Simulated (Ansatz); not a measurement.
Given:

Relaxed Be (hcp, Mg type):

```
CELL_PARAMETERS angstrom
      4.52899     0.00000     0.00000
     -1.13225     1.96111     0.00000
      0.00000     0.00000     3.56090
ATOMIC_POSITIONS crystal
  Be 0.16667 0.66667 0.75000
  Be 0.66667 0.66667 0.75000
  Be 0.33333 0.33333 0.25000
  Be 0.83333 0.33333 0.25000
```

The atoms are displaced by Q × the pattern below (from a DFPT mode at M = (0.5, 0.0, 0.0), largest move 1; Q in Å), at fixed cell. (q is in reciprocal vectors of the primitive cell; the cell shown is doubled to hold the pattern.)

```tsv
atom	x	y	z
Be1	0.500	-0.866	0.000
Be2	-0.500	0.866	0.000
Be3	0.500	-0.866	0.000
Be4	-0.500	0.866	0.000
```

Calculation: PBE (plane waves to 420 eV, PAW, scalar-relativistic; Ansatz, a program for electronic structure). k mesh 23×23×13 (Γ-centred), Fermi-Dirac smearing 0.05 eV. The energy includes the smearing's −TS. With partly filled bands, energies and forces of such displacements shift with the k mesh and the smearing. Be was relaxed with its symmetry unable to fall. The PAW data are Ansatz's earlier set. The zero of ΔE is the undisplaced structure.

The scan covers Q from -0.100 to 0.100 Å in 13 points.

**Question.** Is this a single well or a double well?

**Answer.** A single well with its minimum at or next to zero displacement.

**Question.** Which space group does the distorted structure have?

**Answer.** Pnma (No. 62), lowered from P6_3/mmc.

**Question.** What is the energy change at Q = 0.100 Å?

**Answer.** 107 meV/cell.

**Question.** What harmonic wavenumber does the curvature at Q = 0 give?

**Answer.** 404 cm⁻¹.

(A displaced cell: forces are minus the slopes of the energy, force constants its curvatures, and phonons follow from these.)
